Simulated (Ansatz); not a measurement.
Al2W in space group Fddd (No. 70; Al on 16f, W on 8b), DFT-PBEsol in the program Ansatz with PAW potentials, all energies at zero smearing, with the estimated change up to a 700 eV cutoff added, with one set of potentials and settings (totals compare only within such a set). Cell of 6 atoms (4 Al, 2 W): -22611.631 eV.

```csv
element,reference phase,E (eV/atom)
Al,"Fm-3m, 1 atoms in the cell",-524.5507
W,"Im-3m, 1 atoms in the cell",-10256.5620
```

Formation energy per atom, worked out: (-22611.631 − 4×(-524.5507) − 2×(-10256.5620))/6 = -0.051 eV/atom (-5 kJ per mol of atoms), at 0 K, without zero-point energy or fitted corrections.

The start of the workflow was typed in or built on a structure type; neither database checked (COD, Materials Project) lists it. Its standing as an ambient phase is unchecked. The cell was relaxed with PBEsol under the symmetry of its start; its stability against distortions is not shown here. The run is not spin-polarised. The references are the lowest solids computed at this level, not always the standard phases. Spin–orbit coupling is left out wherever it is not named.

Potentials: the later of the program's two PAW sets.
